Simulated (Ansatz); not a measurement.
Bi$_{2}$TeSe$_{2}$:
```xyz
5
Lattice="2.1209 1.2245 9.9952 -2.1209 1.2245 9.9952 0.0000 -2.4490 9.9952" Properties=species:S:1:pos:R:3 pbc="T T T"
Bi     0.0000     0.0000    12.1169
Bi     0.0000     0.0000    17.8686
Te     0.0000     0.0000     0.0000
Se     0.0000     0.0000    23.6083
Se     0.0000     0.0000     6.3772
```

Relaxed with r²SCAN+D4.

### Question
Map the electron localisation function on the plane through (0.404, 0.404, 0.404) spanned by u = [1, 0, 0] and v = [-1, 1, 1] in lattice vectors, from plane-wave PAW r²SCAN+D4 (Ansatz code).

### Answer
x is the fraction of u, y of v (the angle between them is 40°; rows are the nearest grid lines); atoms in the plane: Bi at (0.00, 0.00), Bi at (0.38, 0.19), Te at (0.19, 0.60), Se at (0.77, 0.38), Se at (0.62, 0.81).
```
|8025432100000134666644322100000012455218|
|3112454211000014788988753210000000124553|
|5433454321000003689999886421000000012455|
|3455555432100000269986678875310000011123|
|5444444432110000015898412688752100123455|
|8877754321110000000299984247886410114678|
|8777777531100000000079998657888631013678|
|7765455677421000000001589999988763111367|
|6765310135675210000010001478888775311126|
|1477530060356742000134543101245554311001|
|1257653000146764100145677631011232211001|
|0012576542124677521146788999862000000000|
|0000124677655667752114788888999962000000|
|0000011234677778775201368885348999720000|
|0000111223346777765200247886313799961000|
|0000112344444433332200012578863259998410|
|1000011234555554321100000125788888999851|
|5200000123553113554200000001246789999885|
|6310000113453111255410000000123567888876|
|4310000001234521313542110000112334445554|
|3211000000012345322354311111112445554433|
|5432100000000123345554421111111245543345|
|3553210000000122334444431111111134542113|
|8025432100000134666644322100000012455218|
```
Scale: ten equal steps from -0.031 (start of '0') to 0.858 (end of '9'), in the order '0123456789'; x runs from 0.000 to 1.00, y from 0.000 (bottom) to 1.00 (top).

The density is the valence pseudo-density with augmentation charge, so density and ELF within about 1 Å of a nucleus are not all-electron values.

Space group R-3m. The first step of the workflow began from a Materials Project structure, measured or hypothetical; the Crystallography Open Database files this formula in space group No. 166, but the cells were not matched. Whether it is the stable phase at ambient conditions was not checked. The r²SCAN+D4 relaxation kept the symmetry of its start; whether a distortion lowers the energy is not shown. Scalar-relativistic: spin–orbit coupling is off unless named, which matters more the heavier the elements.

Potentials: the later of the program's two PAW sets.
